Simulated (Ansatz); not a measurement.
NbN:
```
NbN
1.0
    0.00000     2.19017     2.19017
    2.19017     0.00000     2.19017
    2.19017     2.19017     0.00000
N Nb
1 1
Direct
  0.00000   0.00000   0.00000
  0.50000   0.50000   0.50000
```

Relaxed with PBEsol.

Q: Give the Bader charges and basin volumes of the independent atoms, PBEsol in the plane-wave PAW code Ansatz.

A: 

```json
[
 {"atom": "N1", "Bader charge (e)": "-1.74", "Bader volume (Å³)": "10.1"},
 {"atom": "Nb2", "Bader charge (e)": "+1.74", "Bader volume (Å³)": "10.9"}
]
```

Space group Fm-3m (rock salt). The PBEsol relaxation kept the symmetry of its start. No spin polarisation was allowed.

Potentials: the later of the program's two PAW sets.
